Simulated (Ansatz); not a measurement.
Property card for Al5As

Theory: DFT PBE, scalar-relativistic, plane waves, PAW in Ansatz.

Cutoff 420 eV; k points 6×6×14 on the computed 6-atom cell (Γ-centred); Gaussian smearing, width 0.10 eV; no spin polarisation.

The structure is relaxed at this level of theory with its symmetry kept, and needn't be the ground state of this composition.

Space group P4/mmm (No. 123), tetragonal, a = 7.737 Å, c = 2.660 Å. Around Al on a site of symmetry m2m lie 1 As at 2.56 Å and 3 Al at 2.62–2.66 Å; around Al on a site of symmetry 4/mmm lie 2 Al at 2.66 Å; around As lie 4 Al at 2.56 Å and 2 As at 2.66 Å.

```json
{
  "Volume per atom": "26.54 Å³",
  "Formation energy from the elements' standard states (uncorrected)": "+0.658 eV/atom",
  "Kohn–Sham band gap": "none (metal)",
  "Density of states at the Fermi level": "3.6 states/eV per cell",
  "Orbital (Löwdin) character within 0.5 eV of the Fermi level": "Al 3p 71 %, Al 3s 14 %, As 4p 12 %",
  "Bader charge by site (e)": "Al (4 in the cell) 0.33, Al (1 in the cell) 0.08, As (1 in the cell) -1.38"
}
```

Another cell of Al5As relaxed alike, in Cmmm, lies 0.46 eV/atom lower, so this cell isn't the stable form at this level.

The cell was found from a structure generator's guess, not taken from experiment. Löwdin shares on free-atom orbitals overweight diffuse shells.
